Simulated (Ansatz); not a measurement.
A plane-wave DFT run in Ansatz 0.2.0 (scalar-relativistic PAW potentials unless the input names others): input and command.

```yaml
crystal:
  lattice:
    - [-3.7727780569, 0.0, 0.0]
    - [-1.8863890284, -3.2673216402, 0.0]
    - [0.0, 0.0, 12.1730973129]
  atoms:
    - { symbol: Zr, position: [0.0, 0.0, 0.5] }
    - { symbol: Zr, position: [0.0, 0.0, 0.0] }
    - { symbol: Cu, position: [0.6666666667, 0.6666666667, 0.1791440551] }
    - { symbol: Cu, position: [0.6666666667, 0.6666666667, 0.6791440551] }
    - { symbol: Cu, position: [0.3333333333, 0.3333333333, 0.3208559449] }
    - { symbol: Cu, position: [0.3333333333, 0.3333333333, 0.8208559449] }
    - { symbol: P, position: [0.6666666667, 0.6666666667, 0.3735463651] }
    - { symbol: P, position: [0.6666666667, 0.6666666667, 0.8735463651] }
    - { symbol: P, position: [0.3333333333, 0.3333333333, 0.1264536349] }
    - { symbol: P, position: [0.3333333333, 0.3333333333, 0.6264536349] }
basis:
  ecutwfc: 420
kpoints:
  mp_grid: { grid: [14, 14, 4] }
hamiltonian:
  xc: pbesol
  pseudopotentials: { kind: nc }
scf:
  occupations: { method: gaussian, width: 0.15 }
  max_iter: 80
output:
  forces: true
  eigenvalues: true
  stress: true
magnetization:
  spin_polarized: true
  spin_orbit: true
```

```bash
ansatz run input.yaml --threads 2 --pin off --max-ram 5120MiB --backend cpu --events-out ev --progress --plain --runs-dir out
```

Question: What is wrong with this input?

Answer: The program refuses it, because of spin-orbit coupling on scalar files and without noncollinear: true (magnetization: not typed → {"spin_polarized": true, "spin_orbit": true}; hamiltonian.pseudopotentials: not typed → {"kind": "nc"}). Without those keys it is accepted.

Abridged log:
```
Error: 2 input errors — fix all and re-run
  1. inconsistent input (magnetization.spin_orbit, magnetization.noncollinear): true requires noncollinear: true — spin–orbit coupling acts on 2-spinor wavefunctions; set both flags
  2. inconsistent input (magnetization.spin_orbit, hamiltonian.pseudopotentials.kind): true requires a fully-relativistic hamiltonian.pseudopotentials.kind (nc_fr or paw_fr), or kind: all_electron without datasets and azcp, which then solves Dirac's equation on LAPW. paw_fr resolves this project's PAW files (source: ansatz) by j as it reads them
```